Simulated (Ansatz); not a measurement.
The calculation used DFT PBE, scalar-relativistic, plane waves, PAW in Ansatz. Settings: cutoff 420 eV, Γ-centred meshes spaced at most about 0.3 Å⁻¹, and about 0.25 Å⁻¹ or finer for metals (2π included), Gaussian smearing. No spin polarisation in the final relaxations.

These are static total energies at zero pressure.

Two relaxed structures of Sn2TeO2:

A.

```yaml
crystal:
  lattice:
    - [9.12559, 0.00000, 0.00000]
    - [0.00000, 9.12559, 0.00000]
    - [0.00000, 0.00000, 3.15128]
  atoms:
    - { symbol: Sn, position: [0.67282, 0.17282, 0.50000] }
    - { symbol: Sn, position: [0.32718, 0.82718, 0.50000] }
    - { symbol: Sn, position: [0.17282, 0.32718, 0.50000] }
    - { symbol: Sn, position: [0.82718, 0.67282, 0.50000] }
    - { symbol: Te, position: [0.50000, 0.50000, 0.00000] }
    - { symbol: Te, position: [0.00000, 0.00000, 0.00000] }
    - { symbol: O, position: [0.22288, 0.72288, 0.00000] }
    - { symbol: O, position: [0.77712, 0.27712, 0.00000] }
    - { symbol: O, position: [0.72288, 0.77712, 0.00000] }
    - { symbol: O, position: [0.27712, 0.22288, 0.00000] }
```

B.

```yaml
crystal:
  lattice:
    - [4.08087, 0.00000, 0.00000]
    - [-2.04044, 3.53414, 0.00000]
    - [0.00000, 0.00000, 6.73775]
  atoms:
    - { symbol: Sn, position: [0.33333, 0.66667, 0.29842] }
    - { symbol: Sn, position: [0.66667, 0.33333, 0.70158] }
    - { symbol: Te, position: [0.00000, 0.00000, 0.00000] }
    - { symbol: O, position: [0.33333, 0.66667, 0.61125] }
    - { symbol: O, position: [0.66667, 0.33333, 0.38875] }
```

Question: Which form is favoured at zero pressure, and by what margin per atom?

Answer: B is lower, by 0.34 eV/atom. A has space group P4/mbm (No. 127), 26.2 Å³/atom and no gap on its mesh; B has space group P-3m1 (No. 164), 19.4 Å³/atom and no gap. Counting O or Te atoms around Sn (for each partner element, those within 1.25 times its shortest distance or 1.15 times the sum of covalent radii, where it is the nearest in units of that sum or under 1.3), A has Sn 2 and B has Sn 7. In A, Sn has 2 O at 2.07 Å, 2 Sn at 3.15 Å and 4 Te at 3.73 Å; Te has 2 Te at 3.15 Å, 4 O at 3.25 Å and 8 Sn at 3.73 Å; O has 2 Sn at 2.07 Å, 2 O at 3.15 Å and 2 Te at 3.25 Å. In B, around Sn lie 1 O at 2.11 Å, 3 O at 2.43 Å and 3 Te at 3.10 Å; Te has 6 Sn at 3.10 Å and 6 O at 3.52 Å; O has 1 Sn at 2.11 Å, 3 Sn at 2.43 Å, 3 O at 2.79 Å and 3 Te at 3.52 Å. Both come from invented guesses. A third cell relaxed alike, in I4/mmm, lies 137 meV/atom below the lower of the two.

No dispersion correction is applied, so the spacing and binding between layers, chains or molecules are poorly described (P4/mbm), and this can change margins and order among such cells. These runs have no spin–orbit coupling, which can matter for Te. Cells relaxed within their symmetry can be saddle points.
